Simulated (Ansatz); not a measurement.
HfN (rock salt, space group No. 225) under volume change, the program Ansatz at the r²SCAN level (PAW), scaled uniformly.

| V (Å³/atom) | E − E(relaxed) (meV/atom) | P (GPa) |
|---|---|---|
| 10.543 | 97.1 | 32.40 |
| 10.890 | 40.7 | 19.85 |
| 11.238 | 9.6 | 9.13 |
| 11.585 | 0.0 | -0.03 |
| 11.933 | 8.8 | -7.86 |
| 12.281 | 33.3 | -14.55 |
| 12.628 | 71.2 | -20.27 |

Problem. What does a third-order Birch–Murnaghan fit give for V₀, B₀ and B′?

Solution. V₀ = 11.58 Å³/atom, B₀ = 282 GPa, B′ = 4.2.

Space group Fm-3m (rock salt). The cell was relaxed with r²SCAN under the symmetry of its start; of distortions, only those at the zone centre were tested. No spin polarisation was allowed. Spin–orbit coupling is left out wherever it is not named.

Potentials: the later of the program's two PAW sets.
